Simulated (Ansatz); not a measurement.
Data:

LaZrNO₂:
```
LaZrNO2
1.0
   -2.94130     2.94573     4.08926
    2.94130    -2.94573     4.08926
    2.94130     2.94573    -4.08926
La Zr N O
2 2 2 4
Direct
  0.75000   0.97842   0.22842
  0.25000   0.52158   0.27158
  0.01564   0.75000   0.76564
  0.48436   0.25000   0.73436
  0.31389   0.56389   0.75000
  0.18611   0.93611   0.25000
  0.75000   0.39118   0.64118
  0.25000   0.10882   0.85882
  0.80933   0.55933   0.25000
  0.69067   0.94067   0.75000
```

This is the r²SCAN-relaxed structure. x, y and z are the axes in which the lattice vectors are written.

Problem. All from r²SCAN (plane waves, PAW; program Ansatz), unless another level is named. Predict the hole effective mass.

Solution. 0.76, 1.2, 4.5 mₑ (principal values).

Problem. What about the valence-band maximum?

Solution. at X (k = 0.500, 0.500, 0.500).

Problem. Predict the conduction-band minimum.

Solution. at Γ.

Space group I2_12_12_1. The start of the workflow was typed in or built on a structure type; neither database checked (COD, Materials Project) lists it. Its standing as an ambient phase is unchecked. The cell was relaxed with r²SCAN under the symmetry of its start; whether a distortion lowers the energy is not shown. No spin polarisation was allowed. Spin–orbit coupling is left out wherever it is not named.

Potentials: the earlier of the program's two PAW sets.

Edges and masses are those of Kohn–Sham bands, whose gap is no quasiparticle gap.
